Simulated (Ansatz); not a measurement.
## LuZn₂In₂: relaxation (Ansatz)

input.yaml:

```yaml
crystal:
  lattice:
    - [4.359358, 0.0, 0.0]
    - [-2.179679, 3.775319, 0.0]
    - [0.0, 0.0, 6.932008]
  atoms:
    - { symbol: In, position: [0.3333, 0.6667, 0.6415] }
    - { symbol: In, position: [0.6667, 0.3333, 0.3585] }
    - { symbol: Lu, position: [0.0, 0.0, 0.0] }
    - { symbol: Zn, position: [0.3333, 0.6667, 0.25137] }
    - { symbol: Zn, position: [0.6667, 0.3333, 0.74863] }
  symmetry: { tolerance: 0.0003 }
kpoints:
  mp_grid: { grid: [7, 7, 4], shift: [0, 0, 0] }
magnetization:
  spin_polarized: false
scf:
  occupations: { method: methfessel_paxton, width: 0.0654 }
  lower_state_search: "off"
hamiltonian:
  pseudopotentials: { kind: paw }
  xc: lda
basis:
  ecutwfc: 420
  fft_grid_basis: typed
relax:
  max_steps: 80
  cell: { p_target: 0.0 }
  f_tol: 0.03
output:
  forces: true
  stress: true
  eigenvalues: true
  bader: true
  populations: true
  elf: true
  write_potential: true
  volumetric_format: npy
  dos:
    e_range: [-12, 8]
    de: 0.05
    projected: { site_lists: { In: [In], Lu: [Lu], Zn: [Zn] } }
checkpoint:
  read: saved_state
```

Launch command:

```bash
ansatz run input.yaml --threads 2 --pin off --max-ram 3584MiB --backend cpu --events-out ev --progress --plain --runs-dir out
```

Origin of the cell: a known structure type with other elements, at an estimated volume, so it need not be a known compound.

The saved state is a converged single point of the same cell.

Output (shortened):

```
Warning: the atoms were moved onto the symmetric positions of the space group found under crystal.symmetry.tolerance 3.0e-4 (fractional; no operation is sought that the atoms, as they stand i […]
Lu: projections on atomic orbitals take those of the free atom [Kr 4d10] 4f14 5s2 5p6 5d1 6s2, of charge +0.00 (hamiltonian.pseudopotentials.projection_atoms); the dataset's partial waves lea […]
Pseudopotentials: kind: paw
Pseudopotential: In, paw, valence charge 13, recommended cutoff 420 eV (normal), In.paw.azcp
Pseudopotential: Lu, paw, valence charge 25, recommended cutoff 420 eV (normal), Lu.paw.azcp
Pseudopotential: Zn, paw, valence charge 12, recommended cutoff 420 eV (normal), Zn.paw.azcp
Functional definition: SPW92
  exchange = slater_x
  correlation = pw_c
Crystal: 5 atoms, lattice volume = 114.087 Å³
Basis set: ecut = 420 eV, 2249 PW (Γ)
Bands: 45, of which v1, the nominal top of the filled ones, is band 38 counted from 1 (37 counted from 0)
Symmetry: 12 space group operations
Space group: P-3m1 (ITA 164), of the structure as read, at distance tolerance 1.5e-3 Å
[… 11 lines left out …]
Initial density: read from a saved state, or passed on in memory by an earlier SCF of this step, an earlier step, the calling program or the single point that the run made first
Functional: x = slater, c = lda
SCF iter   1: F=—  HF=-31900.068591 eV  Δρ=1.48e-3  dr2=3.49e-3
SCF iter   2: F=—  HF=-31900.067890 eV  S|Δr|=    0.00e0  Δρ=1.14e-3  dr2=1.13e-3
SCF iter   3: F=—  HF=-31900.067840 eV  S|Δr|=    0.00e0  Δρ=1.05e-3  dr2=7.46e-4
SCF iter   4: F=—  HF=-31900.067520 eV  S|Δr|=    0.00e0  Δρ=3.51e-4  dr2=9.87e-5
SCF iter   5: F=—  HF=-31900.067486 eV  S|Δr|=    0.00e0  Δρ=9.22e-5  dr2=8.33e-6
SCF iter   6: F=—  HF=-31900.067484 eV  S|Δr|=    0.00e0  Δρ=1.95e-5  dr2=3.78e-7
SCF iter   7: F=—  HF=-31900.067483 eV  S|Δr|=    0.00e0  Δρ=1.05e-5  dr2=1.80e-7
SCF iter   8: F=-31900.067483 eV  HF=-31900.067483 eV  S|Δr|=    0.00e0  Δρ=4.61e-6  dr2=5.04e-8
relax step   1: F+E_penalty+E_count = -31900.067483 eV  Δ(F+E_penalty+E_count) = +0.000e0 eV  max|allowed force component| = 6.196e-1 eV/Å  Δτ_max = 0.0000 Å  P = -3.401 GPa  Ω = 114.087 Å³ […]
relax step   2: F+E_penalty+E_count = -31900.294892 eV  Δ(F+E_penalty+E_count) = -2.274e-1 eV  max|allowed force component| = 4.583e-2 eV/Å  Δτ_max = 0.1717 Å  P = +1.337 GPa  Ω = 104.193 Å³ […]
relax step   3: F+E_penalty+E_count = -31900.306597 eV  Δ(F+E_penalty+E_count) = -1.171e-2 eV  max|allowed force component| = 1.365e-2 eV/Å  Δτ_max = 0.0201 Å  P = -0.153 GPa  Ω = 106.306 Å³ […]
relax step   4: F+E_penalty+E_count = -31900.315645 eV  Δ(F+E_penalty+E_count) = -9.048e-3 eV  max|allowed force component| = 8.007e-2 eV/Å  Δτ_max = 0.0123 Å  P = -0.126 GPa  Ω = 106.025 Å³ […]
relax step   5: F+E_penalty+E_count = -31900.361315 eV  Δ(F+E_penalty+E_count) = -4.567e-2 eV  max|allowed force component| = 1.524e-1 eV/Å  Δτ_max = 0.0612 Å  P = -0.163 GPa  Ω = 105.780 Å³ […]
relax step   6: F+E_penalty+E_count = -31900.467137 eV  Δ(F+E_penalty+E_count) = -1.058e-1 eV  max|allowed force component| = 1.465e-1 eV/Å  Δτ_max = 0.1343 Å  P = +0.216 GPa  Ω = 104.678 Å³ […]
relax step   7: F+E_penalty+E_count = -31900.405133 eV  Δ(F+E_penalty+E_count) = +6.200e-2 eV  max|allowed force component| = 2.733e-1 eV/Å  Δτ_max = 0.1539 Å  P = +0.621 GPa  Ω = 104.561 Å³ […]
relax step   8: F+E_penalty+E_count = -31900.473250 eV  Δ(F+E_penalty+E_count) = -6.113e-3 eV  max|allowed force component| = 3.130e-2 eV/Å  Δτ_max = 0.0566 Å  P = -0.053 GPa  Ω = 105.381 Å³ […]
relax step   9: F+E_penalty+E_count = -31900.473572 eV  Δ(F+E_penalty+E_count) = -3.220e-4 eV  max|allowed force component| = 7.573e-3 eV/Å  Δτ_max = 0.0051 Å  P = -0.016 GPa  Ω = 105.287 Å³ […]
relax step  10: F+E_penalty+E_count = -31900.472975 eV  Δ(F+E_penalty+E_count) = +5.962e-4 eV  max|allowed force component| = 7.700e-3 eV/Å  Δτ_max = 0.0000 Å  P = -0.026 GPa  Ω = 105.287 Å³  stress off target by 3.56e-2 GPa […]
SCF 10 converged in 8 iterations: F = -31900.472975 eV  dr2 = 1.03e-11
basis re-selected at this cell: Δ(F+E_penalty+E_count) = +5.962e-4 eV, ΔP = -0.010 GPa vs the last step (what re-selecting the basis moved, of the pressure what is left beyond the Pulay corre […]
SCF converged after 8 iterations
Stability not checked: this state was not tested for a lower state beside it, because cold or Methfessel-Paxton smearing, or corrected tetrahedra, fill the levels in a way that the test cannot read (fill_not_monotonic; […]
Free energy (F): -31900.472975 eV
Harris-Foulkes:  -31900.472975 eV  (|F-HF|=3.64e-12)
Internal energy: -31900.472626 eV  (E = F + TS)
E sigma→0 (E₀):  -31900.472888 eV
Entropy (-TS):   -0.000349 eV (-0.070 meV/atom)
Fermi energy:    11.594629 eV
--- Per-component energies (eV) ---
  E_band       = 41.113184
  E_kinetic    = 1175.017727
  E_local      = -12839.645725  (includes V_loc(G=0)·N_el)
  E_nonlocal   = 2547.886102
  E_hartree    = 5384.127014
  E_xc         = -920.009020
  E_vxc        = -573.812632  (∫ρ·V_xc dr)
  E_paw        = -18666.628248  (= ΣΔE_a)
  E_vpaw       = -1036.585729  (= ΣTr[D̂ρ^β])
  E_aug_tail   = -0.000621  (compensation charges beyond the density's cutoff)
  E_ewald      = -8587.221845
  E_core_change = 6.001990  (= ΣΔE_core)
  E_smearing   = -0.000349  (= −TS)
  Σ components = -31900.472975   (vs F -31900.472975, Δ=0.00e0)
--- Forces (eV/Å), atoms counted from 1 ---
  atom   1  In     0.000000    -0.000000    -0.000860
  atom   2  In     0.000000     0.000000     0.000860
  atom   3  Lu     0.000000     0.000000     0.000000
  atom   4  Zn    -0.000000    -0.000000     0.007700
  atom   5  Zn    -0.000000     0.000000    -0.007700
  max |Σ_I F_I| component: 3.70e-17 eV/Å
--- Stress (GPa, compression-positive) ---
       -0.035613      -0.000000      -0.000000
       -0.000000      -0.035613       0.000000
       -0.000000       0.000000      -0.006487
  P = ⅓ Tr σ = -0.0259 GPa (-0.259 kbar)
--- Relaxed structure (9 steps of the walk, 8 accepted, 1 SCFs on fresh bases) ---
  F+E_penalty+E_count = -31900.472975 eV   max|allowed force component| = 7.700e-3 eV/Å   (the final SCF, on the basis selected at the relaxed cell)
  cell:  # Å, volume = 105.2871 Å³
    - [4.496867, 0.0, 0.0]
    - [-2.248433, 3.894401, 0.0]
    - [0.0, 0.0, 6.012075]
  atoms:
    - { symbol: In, position: [0.333333, 0.666667, 0.695913] }
    - { symbol: In, position: [0.666667, 0.333333, 0.304087] }
    - { symbol: Lu, position: [0.0, 0.0, 0.0] }
    - { symbol: Zn, position: [0.333333, 0.666667, 0.224630] }
    - { symbol: Zn, position: [0.666667, 0.333333, 0.775370] }
--- Löwdin populations: 5 sites ---
  site symbol       q [e]
     0     In     13.9339
     1     In     13.9339
     2     Lu     25.1980
     3     Zn     10.7674
     4     Zn     10.7674
  spilling = 0.005326 (of n_electrons = 75.000000)
--- Bader charges: 5 sites ---
  site symbol  charge [e]  shift [e]
     0     In     -0.1436     0.0013
     1     In     -0.1436     0.0013
     2     Lu      1.3179     0.0000
     3     Zn     -0.5154     0.0013
     4     Zn     -0.5153     0.0013
  estimated error of the sums over rays = 6.9e-4 e
```

The starting structure.

Space group P-3m1 (No. 164); the run's cell has a = 4.359 Å, b = 4.359 Å, c = 6.932 Å, α = 90.00°, β = 90.00°, γ = 120.00°. Shortest distances: In–Zn 2.62 Å, Lu–Zn 3.06 Å, In–In 3.19 Å, In–Lu 3.54 Å.

The relaxed structure.

Space group P-3m1 (No. 164); the run's cell has a = 4.497 Å, b = 4.497 Å, c = 6.012 Å, α = 90.00°, β = 90.00°, γ = 120.00°. Shortest distances: In–Zn 2.64 Å, Lu–Zn 2.93 Å, In–Lu 3.18 Å, In–In 3.51 Å.

| Quantity | Value |
| --- | --- |
| Free energy lowered by | 81.1 meV/atom |
| Volume change | -7.71 % |
| Final pressure | -0.03 GPa |
| Relaxation steps listed | 10 |
| Gap on the mesh | none (metal) |

Caveats: no moments, though an odd count or open d shells may carry them; no spin-orbit coupling, though heavy elements are present; the relaxation held the start's symmetry, so the end may be a saddle point.

The run took 110 s on 2 threads of Arm Neoverse V1, with other jobs on the host, peak memory 0.51 GiB, from a saved density.
